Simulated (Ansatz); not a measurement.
CdI₂:
```cif
data_Cd9I18
_chemical_formula_sum 'Cd9 I18'
_space_group_name_H-M_alt 'R-3m :H'
_space_group_IT_number 166
_space_group_name_Hall '-R 3 2"'
_cell_length_a 4.16361
_cell_length_b 4.16361
_cell_length_c 59.91024
_cell_angle_alpha 90.000
_cell_angle_beta 90.000
_cell_angle_gamma 120.000
loop_
_atom_site_label
_atom_site_type_symbol
_atom_site_symmetry_multiplicity
_atom_site_Wyckoff_symbol
_atom_site_fract_x
_atom_site_fract_y
_atom_site_fract_z
_atom_site_occupancy
Cd1 Cd 6 c 0.00000 0.00000 0.44446 1
Cd2 Cd 3 a 0.00000 0.00000 0.00000 1
I1 I 6 c 0.00000 0.00000 0.36157 1
I2 I 6 c 0.00000 0.00000 0.13935 1
I3 I 6 c 0.00000 0.00000 0.25045 1
```
(The calculation used a cell of 9 atoms; values per cell refer to that cell.)

Relaxed with LDA.

Q: Which orbitals make up the states near the band edges in LDA (plane waves, PAW; program Ansatz)?

A: Top 1 eV of the valence band: I 5p 96 %. Bottom 1 eV of the conduction band: Cd 5s 50 %, I 5p 37 %, outside the projected shells 12 %. Projections are on Löwdin-orthogonalised atomic valence shells; empty p or d shells of many metals are not among them.

Q: Tabulate the density of states.

A: States/eV per cell of 9 atoms, in 0.25 eV bins, energy from the valence-band maximum.

```tsv
E (eV)	total	I 5p	Cd 4d	Cd 5s
-7.85	4.27	0.14	4.12	0.00
-7.60	87.17	1.84	84.73	0.07
-7.35	28.56	0.46	27.30	0.02
-7.10	0.00	0.00	0.00	0.00
-6.85	0.00	0.00	0.00	0.00
-6.60	0.00	0.00	0.00	0.00
-6.35	0.00	0.00	0.00	0.00
-6.10	0.00	0.00	0.00	0.00
-5.85	0.00	0.00	0.00	0.00
-5.60	0.00	0.00	0.00	0.00
-5.35	0.00	0.00	0.00	0.00
-5.10	0.00	0.00	0.00	0.00
-4.85	0.00	0.00	0.00	0.00
-4.60	0.00	0.00	0.00	0.00
-4.35	2.62	1.60	0.07	0.89
-4.10	11.89	7.14	0.20	4.11
-3.85	7.16	4.37	0.09	2.15
-3.60	2.08	1.35	0.02	0.51
-3.35	3.33	2.97	0.03	0.17
-3.10	6.94	6.58	0.07	0.03
-2.85	5.08	4.79	0.07	0.03
-2.60	4.30	4.02	0.07	0.05
-2.35	7.28	6.83	0.09	0.08
-2.10	9.15	8.62	0.10	0.08
-1.85	10.03	9.46	0.09	0.09
-1.60	9.96	9.40	0.07	0.08
-1.35	7.69	7.27	0.10	0.05
-1.10	7.96	7.55	0.15	0.04
-0.85	10.94	10.39	0.24	0.05
-0.60	13.75	13.13	0.34	0.06
-0.35	15.95	15.31	0.44	0.04
-0.10	7.89	7.63	0.20	0.01
0.15	0.00	0.00	0.00	0.00
0.40	0.00	0.00	0.00	0.00
0.65	0.00	0.00	0.00	0.00
0.90	0.00	0.00	0.00	0.00
1.15	0.00	0.00	0.00	0.00
1.40	0.00	0.00	0.00	0.00
1.65	0.00	0.00	0.00	0.00
1.90	0.00	0.00	0.00	0.00
2.15	0.44	0.15	0.00	0.24
2.40	2.11	0.75	0.00	1.09
2.65	4.90	1.82	0.01	2.46
2.90	6.39	2.42	0.01	3.13
3.15	6.09	2.32	0.01	2.92
3.40	3.32	1.25	0.00	1.55
3.65	0.75	0.28	0.00	0.36
3.90	0.00	0.00	0.00	0.00
4.15	0.01	0.00	0.00	0.00
4.40	0.39	0.01	0.00	0.00
4.65	1.25	0.03	0.00	0.01
4.90	4.69	0.14	0.00	0.14
5.15	7.48	0.24	0.00	0.22
5.40	5.91	0.20	0.00	0.15
5.65	4.69	0.14	0.00	0.07
5.90	9.23	0.24	0.00	0.08
6.15	9.76	0.25	0.00	0.09
6.40	11.43	0.31	0.00	0.07
6.65	12.18	0.37	0.00	0.07
6.90	9.49	0.27	0.00	0.08
```

The first step of the workflow began from a Materials Project structure, measured or hypothetical; the Crystallography Open Database files this formula in space group No. 166, but the cells were not matched. Whether it is the stable phase at ambient conditions was not checked. Symmetry was held in the LDA relaxation; its stability against distortions is not shown here. A crystal of weakly bound layers computed without a dispersion correction: the cell and the soft elastic constants depend strongly on that. Spin–orbit coupling is left out wherever it is not named.

Potentials: the later of the program's two PAW sets.
